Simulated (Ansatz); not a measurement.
NbSiB:
```
NbSiB
1.0
    1.64509    -6.72622     0.00000
    1.64509     6.72622     0.00000
    0.00000     0.00000     3.17832
Si B Nb
2 2 2
Direct
  0.70243   0.29757   0.25000
  0.29757   0.70243   0.75000
  0.46712   0.53288   0.75000
  0.53288   0.46712   0.25000
  0.09787   0.90213   0.75000
  0.90213   0.09787   0.25000
```

Relaxed with r²SCAN.

Task: Give the Bader charges and basin volumes of the independent atoms, r²SCAN in the plane-wave PAW code Ansatz.

Result: 

```json
[
 {"atom": "Si1", "Bader charge (e)": "-0.28", "Bader volume (Å³)": "13.9"},
 {"atom": "B3", "Bader charge (e)": "-0.86", "Bader volume (Å³)": "9.0"},
 {"atom": "Nb5", "Bader charge (e)": "+1.14", "Bader volume (Å³)": "12.3"}
]
```

Space group Cmcm. The start of the workflow was typed in or built on a structure type; neither database checked (COD, Materials Project) lists it. Whether it is the stable phase at ambient conditions was not checked. Symmetry was held in the r²SCAN relaxation; its stability against distortions is not shown here. The run is not spin-polarised.

Potentials: the later of the program's two PAW sets.
